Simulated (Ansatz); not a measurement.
**GdGa3Cu: what a change of scf.occupations.width, scf.occupations.method, scf.algorithm does**

Computed with the plane-wave PAW code Ansatz (scalar-relativistic, PAW set soft_2): PBE, collinear spin, 420 eV cutoff, k-mesh 10×10×10. These are the settings of the reference run.

Cell:

```cif
data_structure
_symmetry_space_group_name_H-M 'P 1'
_symmetry_Int_Tables_number 1
_cell_length_a 6.0589
_cell_length_b 6.0589
_cell_length_c 6.0589
_cell_angle_alpha 139.774
_cell_angle_beta 139.774
_cell_angle_gamma 58.197
_cell_volume 91.93
loop_
_atom_site_label
_atom_site_type_symbol
_atom_site_fract_x
_atom_site_fract_y
_atom_site_fract_z
_atom_site_occupancy
Gd1 Gd 0.12749 0.12749 0.00000 1
Ga1 Ga 0.87641 0.37641 0.50000 1
Ga2 Ga 0.37641 0.87641 0.50000 1
Ga3 Ga 0.72057 0.72057 0.00000 1
Cu1 Cu 0.49776 0.49776 0.00000 1
```

The reference run of this cell is solved again as a single point with these keys changed:

| key | reference run | changed run |
| --- | --- | --- |
| scf.occupations.width | 0.05 | not typed |
| scf.occupations.method | gaussian | tetrahedron_uncorrected |
| scf.algorithm | not typed | density_mixing |

Task: How far do the results move?

Result: 

| quantity | reference run | changed run |
| --- | --- | --- |
| energy, changed less reference (meV an atom) | 0 | 7.5 |
| pressure (GPa) | 0.0 | 0.1 |
| largest force (eV/Å) | 0.00 | 0.02 |
| gap on the mesh (eV) | 0.00 | 0.00 |
| moment of the cell (μB) | 7.00 | 7.01 |

The energy moves by 7.5 meV an atom (0.04 eV for the cell). It took 22 iterations.

Caveats: the reference run: Gd without a U keeps its half-filled shell, but its 4f levels lie too near the Fermi level; the reference run: open f or d shells may hold a state above the lowest; a single point, atoms not relaxed again.
